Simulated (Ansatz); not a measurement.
BP:
```cif
data_B4P4
_chemical_formula_sum 'B4 P4'
_space_group_name_H-M_alt 'P 1'
_space_group_IT_number 1
_cell_length_a 5.53237
_cell_length_b 5.53237
_cell_length_c 3.18736
_cell_angle_alpha 90.000
_cell_angle_beta 90.000
_cell_angle_gamma 90.000
loop_
_space_group_symop_operation_xyz
  'x, y, z'
loop_
_atom_site_label
_atom_site_type_symbol
_atom_site_fract_x
_atom_site_fract_y
_atom_site_fract_z
_atom_site_occupancy
B1 B 0.17841 0.17841 0.00000 1
B2 B 0.82159 0.82159 0.00000 1
P1 P 0.81929 0.18071 0.00000 1
P2 P 0.18071 0.81929 0.00000 1
P3 P 0.68071 0.68071 0.50000 1
P4 P 0.31929 0.31929 0.50000 1
B3 B 0.32159 0.67841 0.50000 1
B4 B 0.67841 0.32159 0.50000 1
```

Relaxed with PBEsol.

**Question.** Give the optical modes at the zone centre with their infrared activity from DFPT, plane-wave PAW PBEsol (Ansatz code).

**Answer.** Transverse frequencies, without the LO–TO term; a row sums one degenerate level.

| ω (cm⁻¹) | degeneracy | IR ((D/Å)²/amu) | activity | symmetry |
|---|---|---|---|---|
| 86 | 1 | 0.00 | IR-inactive | B1g |
| 189 | 2 | 0.00 | IR-inactive | Eg |
| 300 | 1 | 0.00 | IR-inactive | B1u |
| 334 | 1 | 0.00 | IR-inactive | A1g |
| 419 | 1 | 0.00 | IR-inactive | A2g |
| 451 | 2 | 0.01 | IR-inactive | Eu |
| 506 | 1 | 0.00 | IR-inactive | B2g |
| 650 | 2 | 2.71 | IR | Eu |
| 654 | 1 | 0.00 | IR-inactive | B1g |
| 665 | 1 | 0.00 | IR-inactive | A2g |
| 748 | 1 | 0.00 | IR-inactive | B1u |
| 786 | 2 | 3.46 | IR | Eu |
| 790 | 1 | 0.00 | IR-inactive | B2g |
| 794 | 2 | 0.00 | IR-inactive | Eg |
| 852 | 1 | 3.97 | IR | A2u |
| 860 | 1 | 0.00 | IR-inactive | A1g |

**Question.** How high does the top mode go among those that the LO–TO term moves?

**Answer.** 789 cm⁻¹ for q along x, 789 cm⁻¹ for q along y, 858 cm⁻¹ for q along z.

Space group P4_2/mnm. The start of the workflow was typed in or built on a structure type; neither database checked (COD, Materials Project) lists it. It is not the phase usual at ambient conditions (space group No. 216). The PBEsol relaxation kept the symmetry of its start; whether a distortion lowers the energy is not shown.

Potentials: the earlier of the program's two PAW sets. The files were generated under PBE; for other functionals the program regenerates the frozen cores, and for LDA and PBEsol the local potential too.
